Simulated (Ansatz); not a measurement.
ZnO:
```cif
data_O4Zn4
_chemical_formula_sum 'Zn4 O4'
_space_group_name_H-M_alt 'P 1'
_space_group_IT_number 1
_cell_length_a 5.51572
_cell_length_b 5.51572
_cell_length_c 3.24002
_cell_angle_alpha 90.000
_cell_angle_beta 90.000
_cell_angle_gamma 90.000
loop_
_space_group_symop_operation_xyz
  'x, y, z'
loop_
_atom_site_label
_atom_site_type_symbol
_atom_site_fract_x
_atom_site_fract_y
_atom_site_fract_z
_atom_site_occupancy
Zn1 Zn 0.18196 0.18196 0.50000 1
Zn2 Zn 0.81804 0.81804 0.50000 1
Zn3 Zn 0.31804 0.68196 0.00000 1
Zn4 Zn 0.68196 0.31804 0.00000 1
O1 O 0.81809 0.18191 0.50000 1
O2 O 0.18191 0.81809 0.50000 1
O3 O 0.31809 0.31809 0.00000 1
O4 O 0.68191 0.68191 0.00000 1
```

Relaxed with PBEsol. DFT-PBEsol in the program Ansatz with PAW potentials gives a gap of 0.70 eV.

Question: What gap does HSE06 give on the same cell (Ansatz, PAW)?

Answer: 2.53 eV, 1.83 eV more. The hybrid was solved on a coarser mesh and at special points; its gap is the smallest among all of these.

```json
[
 {"k": "Γ", "v1 PBEsol": "0.00", "c1 PBEsol": "0.70", "v1 HSE06": "0.00", "c1 HSE06": "2.53"},
 {"k": "Z", "v1 PBEsol": "-1.35", "c1 PBEsol": "5.78", "v1 HSE06": "?", "c1 HSE06": "?"},
 {"k": "M", "v1 PBEsol": "-0.79", "c1 PBEsol": "4.19", "v1 HSE06": "?", "c1 HSE06": "?"},
 {"k": "A", "v1 PBEsol": "-1.37", "c1 PBEsol": "5.38", "v1 HSE06": "?", "c1 HSE06": "?"},
 {"k": "R", "v1 PBEsol": "-1.09", "c1 PBEsol": "5.86", "v1 HSE06": "?", "c1 HSE06": "?"},
 {"k": "X", "v1 PBEsol": "-0.43", "c1 PBEsol": "3.13", "v1 HSE06": "-0.45", "c1 HSE06": "5.00"}
]
```

Question: Top valence (v1) and lowest conduction level (c1) in eV from each method's valence maximum (which need not be a listed point): supply the withheld HSE06 values.

Answer: 
- Z, v1 HSE06: -1.47
- Z, c1 HSE06: 7.86
- R, v1 HSE06: -1.10
- R, c1 HSE06: 7.92
- A, v1 HSE06: -1.42
- A, c1 HSE06: 7.27
- M, v1 HSE06: -0.81
- M, c1 HSE06: 6.20

Cost on shared cores: the PBEsol run (SCF on a 5×5×9 mesh, then bands and DOS) around 70 core-seconds (rough), the HSE06 run (SCF on 3×3×5, then a few points) very roughly 3 core-minutes; the tasks are unlike.

Space group P4_2/mnm. The workflow started from a Materials Project entry (that database holds measured and hypothetical structures alike); the Crystallography Open Database copy checked does not list it. It is not the phase usual at ambient conditions (space group No. 186). Symmetry was held in the PBEsol relaxation; whether a distortion lowers the energy is not shown.

Potentials: the later of the program's two PAW sets.
